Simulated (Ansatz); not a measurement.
VO2:
```
VO2
1.0
    2.88398     0.00000     0.00000
   -1.44199     2.49760     0.00000
    0.00000     0.00000     5.51930
V O
1 2
Cartesian
  0.00000   0.00000   0.00000
  0.00000   1.66507   0.99610
  1.44199   0.83253   4.52319
```
Starting moments (μB, in the order of the atoms V O O): 1.0 0.0 0.0.

Relaxed with PBE. Special points in fractions of this cell's reciprocal vectors: Γ (0.000, 0.000, 0.000); M (0.500, 0.000, 0.000); K (0.333, 0.333, 0.000); A (0.000, 0.000, 0.500); L (0.500, 0.000, 0.500); H (0.333, 0.333, 0.500).

**Question.** List the band energies nearest the Fermi level at these points for PBE (plane waves, PAW; program Ansatz).

**Answer.** In eV from the Fermi level; about four levels below and three above (degenerate sets whole), none deeper than 8.9 eV; points with the same levels are listed once.

| k | below | above |
|---|---|---|
| Γ ↑ | -2.22 -2.22 -0.67 -0.67 | 1.06 3.81 3.81 |
| M ↑ | -4.32 -3.34 -3.02 -0.35 | 0.25 0.64 3.45 |
| K ↑ | -3.91 -3.91 -3.43 -0.31 | 0.70 0.70 3.31 3.31 |
| A ↑ | -2.23 -2.23 -0.67 -0.67 | 1.16 3.82 3.82 |
| L ↑ | -4.28 -3.33 -2.87 -0.38 | 0.25 0.63 3.45 |
| H ↑ | -3.87 -3.87 -3.49 -0.30 | 0.68 0.68 3.37 3.37 |
| Γ ↓ | -5.72 -5.72 -2.56 -2.26 -2.26 | 0.43 0.43 2.17 |
| M ↓ | -4.94 -4.10 -3.34 -3.00 | 0.68 1.33 1.74 |
| K ↓ | -5.09 -3.78 -3.78 -3.40 | 1.00 1.59 1.59 |
| A ↓ | -5.72 -5.72 -3.02 -2.26 -2.26 | 0.43 0.43 2.25 |
| L ↓ | -4.99 -4.06 -3.33 -2.84 | 0.65 1.33 1.73 |
| H ↓ | -5.05 -3.74 -3.74 -3.46 | 1.01 1.58 1.58 |

Space group P-3m1 (CdI2 type). The cell is a constructed one: a structure type filled with these elements; neither database checked (COD, Materials Project) lists it. COD files the formula under space group No. 10, 12, 14, 136, so this cell is another polymorph or a model. Whether it is the stable phase at ambient conditions was not checked. Symmetry was held in the PBE relaxation; whether a distortion lowers the energy is not shown. The final state is ferromagnetic, chosen from 4 collinear starts compared on coarse meshes (ties went to the first, and starts can fall back to one state), not a proven ground state. No Hubbard U is applied. A crystal of weakly bound layers computed without a dispersion correction: the cell and the soft elastic constants depend strongly on that. The compound may be a true metal, but semilocal functionals without U, or a wrong spin order, can also close a gap.

Potentials: the later of the program's two PAW sets.
